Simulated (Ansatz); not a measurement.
BeS:
```
CELL_PARAMETERS angstrom
      0.00000     2.43804     2.43804
      2.43804     0.00000     2.43804
      2.43804     2.43804     0.00000
ATOMIC_POSITIONS crystal
  Be 0.50000 0.50000 0.50000
  S  0.25000 0.25000 0.25000
```

Cartesian axes are those of the cell as given.

Problem. Give the high-frequency dielectric tensor and the Born effective charge tensors of the independent atoms from DFPT, the program Ansatz at the PBE level (PAW).

Solution. 
ε∞:
```
5.24  0.00  0.00
0.00  5.24  0.00
0.00  0.00  5.24
```
Z* of atom 1 (Be), rows: field, columns: displacement, in e:
```
1.62  0.00  0.00
0.00  1.62  0.00
0.00  0.00  1.62
```
Z* of atom 2 (S), rows: field, columns: displacement, in e:
```
-1.62   0.00   0.00
 0.00  -1.62   0.00
 0.00   0.00  -1.62
```

Static charges for comparison (Bader): Be1 +1.62, S2 -1.62 e. Born charges measure polarisation by displacement and can exceed these by far.

Space group F-43m (zinc blende). The PBE relaxation kept the symmetry of its start. The volume moved by 29 % from the start of the relaxation.

Potentials: the later of the program's two PAW sets.
